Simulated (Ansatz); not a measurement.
These are results of DFT PBE, scalar-relativistic, plane waves, PAW, and for the lanthanide a 4f-in-core norm-conserving potential, in Ansatz, not measurements. Settings: cutoff 690 eV, Γ-centred meshes spaced at most about 0.3 Å⁻¹, and about 0.25 Å⁻¹ or finer for metals (2π included), Gaussian smearing. No spin polarisation in the final relaxations.

Temperature and zero-point effects are left out.

Two forms of TbYAl4 were relaxed alike.

A. Space group P6/mmm (No. 191), hexagonal, a = 4.562 Å, c = 7.012 Å. Tb has 12 Al at 3.17 Å and 2 Y at 3.51 Å; Y is surrounded by 12 Al at 3.16 Å and 2 Tb at 3.51 Å; Al is surrounded by 3 Al at 2.63 Å, 3 Y at 3.16 Å and 3 Tb at 3.17 Å.

B. Space group F-43m (No. 216), cubic, a = 7.880 Å. Around Tb lie 12 Al at 3.27 Å and 4 Y at 3.41 Å; around Y lie 12 Al at 3.27 Å and 4 Tb at 3.41 Å; Al has 6 Al at 2.79 Å, 3 Tb at 3.27 Å and 3 Y at 3.27 Å.

**Question.** Which form is favoured at zero pressure, and by what margin per atom?

**Answer.** B is lower, by 29 meV/atom. A has space group P6/mmm (No. 191), 21.1 Å³/atom and no gap on its mesh; B has space group F-43m (No. 216), 20.4 Å³/atom and no gap. Counting all near atoms (those within 1.25 times the shortest distance at each site; a plus sign parts nearer from farther groups), A has Tb 12+2, Y 12+2, Al 3+6 and B has Tb 16, Y 16, Al 6+6. The denser one is the lower, and pressure would at first widen the difference. Both come from invented guesses.

Cells relaxed within their symmetry can be saddle points.

The lanthanide is trivalent by construction, without f bands, f moments or other valences.
